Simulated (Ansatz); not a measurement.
## Structure relaxation, Ru

The start is a generated cell, Ru placed in the bcc structure type. The structure is fully relaxed (lattice and positions, P = 0) with PBE (plane waves to 420 eV, PAW, scalar-relativistic; Ansatz, a program for electronic structure). First-step values are on the input's coarse k-mesh.

Ansatz input (later rounds restart from its end on a renewed k-mesh):
Ansatz 0.2 input:
```yaml
crystal:
  lattice:
    - [-1.500015, 1.500015, 1.500015]
    - [1.500015, -1.500015, 1.500015]
    - [1.500015, 1.500015, -1.500015]
  atoms:
    - { symbol: Ru, position: [0, 0, 0] }
basis: { ecutwfc: 420, ecutrho_ratio: 4, xc_grid: 2, fft_grid_basis: typed }
kpoints: { mp_grid: { grid: [15, 15, 15] } }
hamiltonian:
  xc: pbe
  dispersion: none
  pseudopotentials: { azcp: { folder: ./paw }, kind: paw }
scf: { occupations: { method: fermi_dirac, width: 0.05 } }
relax: { f_tol: 0.01, max_steps: 100, cell: { stress_tol: 0.02 } }
output: { forces: true, stress: true }
```

### Question
How large is the pressure on the unrelaxed cell, and of which sign?

### Answer
+16.7 GPa (positive: the cell is compressed).

### Question
How much energy is released per atom?

### Answer
0.04 eV/atom.

### Question
How does the volume change?

### Answer
+5.4 %, from 13.50 to 14.23 Å³/atom.

### Question
How do the shortest distances between atoms change?

### Answer
The closest pairs of elements (up to four, under 3.6 Å), start → end: Ru–Ru 2.60 → 2.64 Å.

### Question
Is the relaxed structure metallic? Give its gap.

### Answer
Zero (metallic).

### Question
Give the final cell and atomic positions.

### Answer

```cif
data_Ru2
_chemical_formula_sum 'Ru2'
_space_group_name_H-M_alt 'Im-3m'
_space_group_IT_number 229
_space_group_name_Hall '-I 4 2 3'
_cell_length_a 3.05317
_cell_length_b 3.05317
_cell_length_c 3.05317
_cell_angle_alpha 90.000
_cell_angle_beta 90.000
_cell_angle_gamma 90.000
loop_
_atom_site_label
_atom_site_type_symbol
_atom_site_symmetry_multiplicity
_atom_site_Wyckoff_symbol
_atom_site_fract_x
_atom_site_fract_y
_atom_site_fract_z
_atom_site_occupancy
Ru1 Ru 2 a 0.00000 0.00000 0.00000 1
```
(The calculation used a cell of 1 atom; values per cell refer to that cell.)

The space group stays Im-3m (No. 229) (the run could not lower it); the end is bcc (W type), with 1 atom in the primitive cell. Final values are on a 21×21×21 k-mesh of the relaxed cell. No spin polarisation in the result.

The run could not lower the symmetry of its start; a shaken copy of this end point relaxes with PBE to P6₃/mmc (No. 194), 0.63 eV/atom lower.

The relaxed structure here is a generated cell of Ru: the first start was made by placing the elements on the sites of a structure type, and the end was not matched to a known phase here, so it may be hypothetical. Known forms of Ru include space group No. 194.
